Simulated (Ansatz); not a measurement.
Thermal properties of Hf3H8 from its phonons

The calculation used DFT PBE, scalar-relativistic, plane waves, PAW (Ansatz). Cutoff 420 eV, 8×8×8 k-points (Γ-centred), Fermi-Dirac smearing of 0.15 eV. No spin polarisation. Phonons by linear response, acoustic sum rule imposed.

Equilibrium structure at this level:
Space group Pm-3m (No. 221). a = 4.657 Å, b = 4.657 Å, c = 4.657 Å, α = 90.00°, β = 90.00°, γ = 90.00°
```tsv
atom	site	symmetry	x	y	z
Hf	3d	4/mm.m	0.5000	0.0000	0.0000
H	8g	.3m	0.7453	0.7453	0.7453
```

The structure comes from a generated guess, relaxed at this level; another structure or a mixture of phases may lie lower. In a metal, frequencies and elastic constants depend on the k mesh and the smearing, soft modes and shear constants most. Spin–orbit coupling is left out, which matters for heavy elements.

Force constants from linear response on a 2×2×2 q mesh, interpolated to a fine mesh.

Phonon density of states, in bins of 25 cm⁻¹:
bin centre (cm⁻¹), share of modes (%) and a bar:
```
     12.5        0.1
     37.5        0.9 ###
     62.5        4.4 ################
     87.5        5.5 ####################
    112.5        8.3 ##############################
    137.5        5.9 #####################
    162.5        2.2 ########
    187.5        0.0
    212.5        0.0
    237.5        0.0
    262.5        0.0
    287.5        0.0
    312.5        0.0
    337.5        0.0
    362.5        0.0
    387.5        0.0
    412.5        0.0
    437.5        0.0
    462.5        0.0
    487.5        0.0
    512.5        0.0
    537.5        0.0
    562.5        0.0
    587.5        0.0
    612.5        0.0
    637.5        0.0
    662.5        0.0
    687.5        0.0
    712.5        0.0
    737.5        0.0
    762.5        0.6 ##
    787.5        1.8 #######
    812.5        0.7 ##
    837.5        4.7 #################
    862.5        4.3 ################
    887.5        3.4 ############
    912.5        5.7 #####################
    937.5        1.4 #####
    962.5        1.7 ######
    987.5        0.0
   1012.5        0.0
   1037.5        0.0
   1062.5        0.2 #
   1087.5        0.8 ###
   1112.5        1.7 ######
   1137.5        6.2 #######################
   1162.5        4.8 #################
   1187.5        3.0 ###########
   1212.5        3.3 ############
   1237.5        3.3 ############
   1262.5        2.3 ########
   1287.5        3.5 #############
   1312.5        4.6 #################
   1337.5        4.6 #################
   1362.5        6.8 #########################
   1387.5        1.8 #######
   1412.5        1.6 ######
```

(1) How much zero-point energy does an atom carry?

(2) How large are the vibrational entropy and heat capacity at 300 K?

(3) Tabulate them against temperature.

Answers

(1) 158.0 meV.

(2) S = 1.51 k_B and C_V = 1.13 k_B per atom, 38 % of the Dulong–Petit value.

(3)
```tsv
T (K)	F_vib (meV/atom)	S (k_B/atom)	C_V (k_B/atom)
100	156.0	0.59	0.67
200	148.4	1.11	0.85
300	137.1	1.51	1.13
400	122.5	1.88	1.48
500	104.7	2.25	1.80
600	83.9	2.60	2.04
700	60.0	2.93	2.23
800	33.5	3.23	2.38
900	4.4	3.52	2.49
1000	-27.1	3.79	2.57
```
